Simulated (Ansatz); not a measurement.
Here is an unrelaxed guess for Si3AsF.

```cif
data_structure
_symmetry_space_group_name_H-M 'P-6m2'
_symmetry_Int_Tables_number 187
_cell_length_a 4.1360
_cell_length_b 4.1360
_cell_length_c 4.9641
_cell_angle_alpha 90.000
_cell_angle_beta 90.000
_cell_angle_gamma 120.000
_cell_volume 73.54
loop_
_atom_site_label
_atom_site_type_symbol
_atom_site_symmetry_multiplicity
_atom_site_Wyckoff_symbol
_atom_site_fract_x
_atom_site_fract_y
_atom_site_fract_z
_atom_site_occupancy
Si1 Si 2 i 0.66667 0.33333 0.24892 1
Si2 Si 1 a 0.00000 0.00000 0.00000 1
As1 As 1 b 0.00000 0.00000 0.50000 1
F1 F 1 c 0.33333 0.66667 0.00000 1
```

Computed with DFT PBE, scalar-relativistic, plane waves, PAW in Ansatz. Plane waves to 420 eV, a k mesh through Γ of 6×6×4 on the computed 5-atom cell and Gaussian smearing (0.10 eV); no spin polarisation.

Formation energies are uncorrected and refer to the elements' standard structures at the same level (F₂ as a molecule).

Question: What does a single point on this coarse mesh give?

Answer: The pressure is 11.2 GPa (the mean over three directions, positive in compression), the largest force is 0.40 eV/Å, and the energy is +0.16 eV/atom against the elements. The shortest distance is 2.39 Å.

Question: How much does it gain on relaxing, and where does it end?

Answer: Relaxing gains under 0.1 eV/atom (the start's value is from the coarse mesh, so the gain is rough) in 21 ionic steps and ends at +0.07 eV/atom on the finer mesh. The symmetry stays P-6m2 (No. 187). The volume per atom grows by 12.7 %, from 14.7 to 16.6 Å³. The shortest distance goes from 2.39 Å (Si–F) to 2.37 Å (Si–F). The ratio c/a of the conventional cell changes by a factor of 1.15. Conventional cell: a = 4.109 Å, c = 5.667 Å. Si on a site of symmetry 3m is surrounded by 1 Si at 2.44 Å, 3 F at 2.67 Å, 3 Si at 2.67 Å and 3 As at 2.87 Å; As is surrounded by 8 Si at 2.83–2.87 Å; around F lie 3 Si at 2.37 Å and 6 Si at 2.67 Å (long contacts); 1 more site not described.

The last run used a 12×12×8 mesh (in the run's order of axes) for its 5-atom cell and Gaussian smearing of 0.10 eV. The reference form of As is held partly by dispersion forces, which this level lacks. The relaxation can't lower the symmetry of the start. A structure relaxed within its symmetry needn't be a true minimum.
